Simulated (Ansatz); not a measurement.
A plane-wave DFT run in Ansatz 0.2.0 (scalar-relativistic PAW potentials unless the input names others): input and command.

```yaml
crystal:
  lattice:
    - [0.0, -5.9526445718, 0.0]
    - [0.0, 0.0, -5.9526445718]
    - [11.9052891436, -1.1905289144, 0.0]
  atoms:
    - { symbol: C, position: [0.0138864497, 0.0353513179, 0.107324341] }
    - { symbol: C, position: [-0.0861135503, 0.0353513179, 0.607324341] }
    - { symbol: C, position: [0.7861135503, 0.5353513179, 0.892675659] }
    - { symbol: C, position: [0.8861135503, 0.5353513179, 0.392675659] }
    - { symbol: C, position: [0.2931838139, 0.9646486821, 0.857324341] }
    - { symbol: C, position: [0.3931838139, 0.9646486821, 0.357324341] }
    - { symbol: C, position: [0.4068161861, 0.4646486821, 0.642675659] }
    - { symbol: C, position: [0.5068161861, 0.4646486821, 0.142675659] }
    - { symbol: O, position: [0.7930370485, 0.9254882259, 0.662255887] }
    - { symbol: O, position: [0.8930370485, 0.9254882259, 0.162255887] }
    - { symbol: O, position: [-0.0930370485, 0.4254882259, 0.837744113] }
    - { symbol: O, position: [0.0069629515, 0.4254882259, 0.337744113] }
    - { symbol: O, position: [0.3920605967, 0.0745117741, 0.912255887] }
    - { symbol: O, position: [0.4920605967, 0.0745117741, 0.412255887] }
    - { symbol: O, position: [0.4079394033, 0.5745117741, 0.087744113] }
    - { symbol: O, position: [0.3079394033, 0.5745117741, 0.587744113] }
basis:
  ecutwfc: 420
kpoints:
  mp_grid: { grid: [4, 4, 2] }
hamiltonian:
  xc: pbesol
scf:
  occupations: { method: gaussian, width: 0.05 }
  max_iter: 100
output:
  forces: true
  eigenvalues: true
  stress: true
total_charge: -6
```

```bash
ansatz run input.yaml --threads 2 --pin off --max-ram 5120MiB --backend cpu --events-out ev --progress --plain --runs-dir out
```

Abridged log:
```
Pseudopotentials: kind: paw
Pseudopotential: C, paw, valence charge 4, recommended cutoff 420 eV (normal)
Pseudopotential: O, paw, valence charge 6, recommended cutoff 420 eV (normal)
Functional definition: PBEsol
Crystal: 16 atoms, lattice volume = 421.852 Å³
Basis set: ecut = 420 eV, 8199 PW (Γ), exchange–correlation on 80×80×160 points (8 copies of the dense FFT grid, shifted against one another)
Bands: 59, of which v1, the nominal top of the filled ones, is band 43 counted from 1 (42 counted from 0)
Symmetry: 2 space group operations
Space group: P21 (ITA 4), of the structure as read, at distance tolerance 7.5e-5 Å
k-points: 18 of 32 (time reversal used)
Initial density: superposition of atomic densities (neutral atoms scaled as one to the charged cell's electrons: chi_scale 0, normalization atom), corrected by the library's trained network
Initial wavefunctions: pseudopotential atomic-orbital guess
Functional: x = pbesol(κ = 0.804, μ = 0.12345679), c = pbesol(β = 0.046)
SCF iter   1: F=—  HF=-6458.981123 eV  |F-HF|=—  |Δ(HF+E_count)|=         —  Δρ=1.48e-1  dr2=9.61e1  ethr=1.77e-3  ⟨swp⟩=8.8  Hψ=5235  notcnv=0
SCF iter   2: F=—  HF=-6437.896349 eV  |F-HF|=—  |Δ(HF+E_count)|=    2.11e1  Δρ=5.97e-2  dr2=1.68e1  ethr=1.77e-3  ⟨swp⟩=4.0  Hψ=3168  notcnv=0  defer=146
SCF iter   3: F=—  HF=-6436.566089 eV  |F-HF|=—  |Δ(HF+E_count)|=    1.33e0  Δρ=4.03e-2  dr2=8.24e0  ethr=1.77e-3  ⟨swp⟩=2.3  Hψ=2114  notcnv=0  defer=150
SCF iter   4: F=—  HF=-6435.254031 eV  |F-HF|=—  |Δ(HF+E_count)|=    1.31e0  Δρ=8.35e-3  dr2=4.88e-1  ethr=1.77e-3  ⟨swp⟩=3.1  Hψ=1985  notcnv=0  defer=150
SCF iter   5: F=—  HF=-6435.211904 eV  |F-HF|=—  |Δ(HF+E_count)|=   4.21e-2  Δρ=3.31e-3  dr2=6.74e-2  ethr=5.67e-4  ⟨swp⟩=2.9  Hψ=1901  notcnv=0  defer=150
SCF iter   6: F=—  HF=-6435.207538 eV  |F-HF|=—  |Δ(HF+E_count)|=   4.37e-3  Δρ=1.47e-3  dr2=1.61e-2  ethr=7.83e-5  ⟨swp⟩=2.1  Hψ=1755  notcnv=0  defer=150
SCF iter   7: F=—  HF=-6435.206281 eV  |F-HF|=—  |Δ(HF+E_count)|=   1.26e-3  Δρ=7.58e-4  dr2=3.86e-3  ethr=1.87e-5  ⟨swp⟩=2.6  Hψ=1559  notcnv=0  defer=150
SCF iter   8: F=—  HF=-6435.205823 eV  |F-HF|=—  |Δ(HF+E_count)|=   4.58e-4  Δρ=3.89e-4  dr2=9.54e-4  ethr=4.48e-6  ⟨swp⟩=2.3  Hψ=1556  notcnv=0  defer=150
SCF iter   9: F=—  HF=-6435.205706 eV  |F-HF|=—  |Δ(HF+E_count)|=   1.17e-4  Δρ=1.68e-4  dr2=1.71e-4  ethr=1.11e-6  ⟨swp⟩=2.2  Hψ=1566  notcnv=0  defer=150
SCF iter  10: F=—  HF=-6435.205688 eV  |F-HF|=—  |Δ(HF+E_count)|=   1.73e-5  Δρ=4.49e-5  dr2=1.06e-5  ethr=1.99e-7  ⟨swp⟩=2.2  Hψ=1479  notcnv=0  defer=150
SCF iter  11: F=—  HF=-6435.205128 eV  |F-HF|=—  |Δ(HF+E_count)|=   5.60e-4  Δρ=1.89e-5  dr2=1.64e-6  ethr=1.23e-8  ⟨swp⟩=2.1  Hψ=1676  notcnv=0  defer=150
SCF iter  12: F=—  HF=-6435.205128 eV  |F-HF|=—  |Δ(HF+E_count)|=   6.46e-8  Δρ=6.56e-6  dr2=2.94e-7  ethr=1.90e-9  ⟨swp⟩=2.0  Hψ=1532  notcnv=0  defer=150
SCF iter  13: F=-6435.205128 eV  HF=-6435.205128 eV  |F-HF|=5.56e-8  |Δ(HF+E_count)|=   1.17e-8  Δρ=3.30e-6  dr2=8.48e-8  ethr=1.16e-10  ⟨swp⟩=13.6  Hψ=5300  notcnv=0
SCF 1 converged in 13 iterations: F = -6435.205128 eV  dr2 = 8.48e-8
SCF converged after 13 iterations
Free energy (F): -6435.205128 eV
Harris-Foulkes:  -6435.205128 eV  (|F-HF|=5.56e-8)
Internal energy: -6435.177313 eV  (E = F + TS)
E sigma→0 (E₀):  -6435.191221 eV
Entropy (-TS):   -0.027815 eV (-1.738 meV/atom)
Fermi energy:    1.532053 eV
--- Forces (eV/Å), atoms counted from 1 ---
  atom   1  C     -3.07815734    -2.75056060    -2.86756429
  atom   2  C     -3.09428476    -3.10766200    -3.09575070
  atom   3  C      3.07815734     2.75056060    -2.86756429
  atom   4  C      3.09428476     3.10766200    -3.09575070
  atom   5  C     -2.82832645     3.11126363     2.99540838
  atom   6  C     -3.07411508     3.06368950     3.08189845
  atom   7  C      3.07411508    -3.06368950     3.08189845
  atom   8  C      2.82832645    -3.11126363     2.99540838
  atom   9  O      2.98217523     2.98307491     2.97622887
  atom  10  O      3.13036847     2.85417508     2.86235994
  atom  11  O     -3.13036847    -2.85417508     2.86235994
  atom  12  O     -2.98217523    -2.98307491     2.97622887
  atom  13  O      2.73670024    -3.18567610    -2.98909168
  atom  14  O      2.97480327    -2.95817675    -2.96339495
  atom  15  O     -2.73670024     3.18567610    -2.98909168
  atom  16  O     -2.97480327     2.95817675    -2.96339495
--- Stress (GPa, compression-positive) ---
        3.319888       0.321881       0.000000
        0.321881       3.327468       0.000000
        0.000000       0.000000       3.167898
  P = ⅓ Tr σ = 3.2718 GPa (32.718 kbar)
```

Q: What is wrong with this input?

A: The fault is a net charge on a solid that should be neutral, 6 electrons a cell too many, offset by a uniform background, so that energy and pressure hang on that convention (total_charge: not typed → -6, the first being the value of the sound run). Setting it back cures it. The run converged all the same, with a total energy on another zero, pressure 3.27 GPa (with the neutralising background of the charged cell), largest force 5.368 eV/Å, no gap on the mesh, so convergence alone doesn't show that an input is right. A reference run from the same start on usual settings converged with pressure 0.14 GPa, largest force 0.146 eV/Å, gap on the mesh 6.02 eV.

The run took 19 s on 2 threads of Arm Neoverse V2 (shared host), peak memory 0.75 GiB.